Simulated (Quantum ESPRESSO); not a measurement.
# Band energies of WS2

```xyz
3
Lattice="1.5924 0.9194 6.4898 -1.5924 0.9194 6.4898 0.0000 -1.8388 6.4898" Properties=species:S:1:pos:R:3 pbc="T T T"
S      0.0000     0.0000    11.4069
S      0.0000     0.0000    14.5257
W      0.0000     0.0000    19.4564
```

PBEsol (Quantum ESPRESSO, PseudoDojo norm-conserving, 74 Ry, with spin-orbit coupling); path ΓLB1,BZΓX,QFP1Z,LP; energies in eV from the valence-band maximum.

| k (1/Å) | point | band 26 | band 27 | band 28 | band 29 | band 30 | band 31 | band 32 | band 33 |
|---|---|---|---|---|---|---|---|---|---|
| 0.00 | Γ | -0.94 | 2.22 | 2.22 | 2.30 | 2.30 | 2.60 | 2.60 | 2.64 |
| 0.21 |  | -0.93 | 2.05 | 2.07 | 2.25 | 2.27 | 2.44 | 2.46 | 2.63 |
| 0.52 |  | -1.31 | 1.42 | 1.46 | 2.11 | 2.11 | 2.72 | 2.72 | 3.41 |
| 0.84 |  | -1.74 | 1.86 | 1.89 | 2.20 | 2.20 | 3.45 | 3.46 | 3.96 |
| 1.15 | L | -1.48 | 2.19 | 2.19 | 2.70 | 2.70 | 3.65 | 3.65 | 4.11 |
| 1.51 |  | -0.84 | 1.75 | 1.94 | 2.62 | 3.01 | 3.22 | 3.31 | 4.36 |
| 1.86 | B1 | -0.38 | 1.21 | 1.25 | 2.65 | 2.80 | 3.39 | 3.81 | 4.79 |
| 1.86 | B | -0.38 | 1.21 | 1.25 | 2.65 | 2.80 | 3.39 | 3.81 | 4.79 |
| 1.97 |  | -0.59 | 1.44 | 1.54 | 2.70 | 2.82 | 3.29 | 3.69 | 4.71 |
| 2.28 |  | -1.27 | 1.86 | 2.19 | 2.40 | 2.47 | 2.65 | 2.75 | 4.39 |
| 2.60 |  | -1.09 | 1.63 | 1.92 | 1.99 | 2.16 | 2.40 | 2.59 | 3.59 |
| 2.91 |  | -0.22 | 2.11 | 2.14 | 2.20 | 2.43 | 2.45 | 2.50 | 2.60 |
| 3.12 | Z | 0.00 | 2.27 | 2.27 | 2.30 | 2.30 | 2.57 | 2.57 | 2.58 |
| 3.24 |  | -0.08 | 2.26 | 2.26 | 2.28 | 2.32 | 2.56 | 2.58 | 2.58 |
| 3.61 | Γ | -0.94 | 2.22 | 2.22 | 2.30 | 2.30 | 2.60 | 2.60 | 2.64 |
| 3.81 |  | -0.95 | 2.03 | 2.12 | 2.16 | 2.33 | 2.43 | 2.49 | 2.56 |
| 4.12 |  | -1.21 | 1.27 | 1.34 | 2.07 | 2.10 | 2.33 | 2.53 | 3.57 |
| 4.43 |  | -1.22 | 1.19 | 1.40 | 2.47 | 2.49 | 2.89 | 2.90 | 4.43 |
| 4.74 |  | -0.66 | 1.45 | 1.54 | 2.61 | 2.84 | 3.06 | 3.22 | 4.77 |
| 4.95 | X | -0.35 | 1.18 | 1.21 | 2.65 | 2.80 | 3.38 | 3.80 | 4.81 |
| 4.95 | Q | -0.35 | 1.18 | 1.21 | 2.65 | 2.80 | 3.38 | 3.80 | 4.81 |
| 5.26 |  | -0.82 | 1.86 | 2.07 | 2.73 | 3.19 | 3.44 | 3.48 | 4.01 |
| 5.47 |  | -1.14 | 2.11 | 2.26 | 2.64 | 2.91 | 3.43 | 3.45 | 4.18 |
| 5.58 | F | -1.39 | 2.17 | 2.17 | 2.77 | 2.77 | 3.36 | 3.36 | 4.38 |
| 5.58 | P1 | -1.41 | 2.17 | 2.18 | 2.75 | 2.81 | 3.35 | 3.45 | 4.30 |
| 5.67 |  | -1.47 | 2.12 | 2.13 | 2.69 | 2.74 | 3.30 | 3.38 | 4.27 |
| 5.94 |  | -1.66 | 1.90 | 1.91 | 2.36 | 2.39 | 2.89 | 2.92 | 3.98 |
| 6.22 |  | -0.96 | 1.95 | 1.95 | 2.19 | 2.21 | 2.41 | 2.43 | 3.33 |
| 6.49 |  | -0.16 | 2.13 | 2.16 | 2.31 | 2.35 | 2.48 | 2.49 | 2.64 |
| 6.67 | Z | 0.00 | 2.27 | 2.27 | 2.30 | 2.30 | 2.57 | 2.57 | 2.58 |
| 6.67 | L | -1.48 | 2.19 | 2.19 | 2.70 | 2.70 | 3.65 | 3.65 | 4.11 |
| 7.00 | P | -1.41 | 2.17 | 2.18 | 2.75 | 2.81 | 3.35 | 3.45 | 4.30 |

The PBEsol gap is indirect, 1.08 eV, from Z to 54 % of the way from Γ to X; the smallest direct gap is 1.54 eV.

Geometry of the Materials Project entry, not relaxed at this level.

This is not the ordinary phase of the substance.

The distance between layers or molecules is the database entry's, not relaxed here. Functionals without dispersion can leave it too large, which widens gaps and weakens the response across layers: the numbers belong to this cell.
